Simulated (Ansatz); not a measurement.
Ca3GeO (anti-perovskite)

```yaml
crystal:
  lattice:
    - [4.60486, 0.00000, 0.00000]
    - [0.00000, 4.60486, 0.00000]
    - [0.00000, 0.00000, 4.60486]
  atoms:
    - { symbol: Ca, position: [0.50000, 0.50000, 0.00000] }
    - { symbol: Ca, position: [0.00000, 0.50000, 0.50000] }
    - { symbol: Ca, position: [0.50000, 0.00000, 0.50000] }
    - { symbol: Ge, position: [0.00000, 0.00000, 0.00000] }
    - { symbol: O, position: [0.50000, 0.50000, 0.50000] }
```

The slice is a {100} plane (indices of the conventional cell) through the point (0.000, 0.500, 0.500) (fractional), spanned by u = [100] and v = [010] in vectors of this cell: u (4.60 Å) and v (4.60 Å, at 90° to u). It covers one period; positions are fractions (u, v).

Level of theory: LDA (plane waves to 420 eV, PAW, scalar-relativistic; Ansatz, a first-principles code). k mesh 7×7×7. Near the nuclei the fields are pseudised (PAW); where an atom keeps semicore shells as valence, they peak there. At this level the bands of Ca3GeO touch or barely overlap. Ca3GeO was relaxed with its symmetry unable to fall.

Question: What is the ELF at the midpoint of the shortest Ca–O line in this plane (2.30 Å)?

Answer: 0.11.

Question: What is the valence density on the shortest Ca–O line in this plane (2.30 Å), at its midpoint?

Answer: 0.32 e/Å³.

Question: Predict the map of the electron localisation function (ELF) on the slice.

Answer: 
```
|xxx@@*. -%@@xxxxx@@%- .*@@xx|
|xxx@@+. -#@@xxxxx@@#- .+@@xx|
|x@@@%=  -*%@@@x@@@%*-  =%@@@|
|@@@%+.  :+#%@@@@@%#+:  .+%@@|
|%%#+:   .=+*#%%%#*+=.   :+#%|
|==-.     .:-------:.     .-=|
|.                           |
|            ..:..           |
|          .=+*#*+=.         |
|....     :+%@@@@@%+:     ...|
|:::..   .+%@@@x@@@%+.   ..::|
|-:::.   -#@@xxxxx@@#-   .:::|
|--::.   =%@@xxxxx@@%=   .::-|
|---:.  .=%@xxxxxxx@%=.  .:--|
|--::.   =%@@xxxxx@@%=   .::-|
|-:::.   -#@@xxxxx@@#-   .:::|
|:::..   .+%@@@x@@@%+.   ..::|
|....     :+%@@@@@%+:     ...|
|          .=+*#*+=.         |
|            ..:..           |
|.                           |
|==-.     .:-------:.     .-=|
|%%#+:   .=+*#%%%#*+=.   :+#%|
|@@@%+.  :+#%@@@@@%#+:  .+%@@|
|x@@@%=  -*%@@@x@@@%*-  =%@@@|
|xxx@@+. -#@@xxxxx@@#- .+@@xx|
|xxx@@*. -%@@xxxxx@@%- .*@@xx|
|xxxx@#: -%@xxxxxxx@%- :#@xxx|
```
Scale: ten equal steps from 0.03 (start of ' ') to 0.86 (end of '@'), in the order ' .:-=+*#%@'. Values: electron localisation function (ELF). The map has 28 points along u (one character each, u = 0 at the left) and 28 along v (v = 0 in the bottom row). Points within 0.5 Å of a nucleus are blanked (x), as the pseudised field means little there.
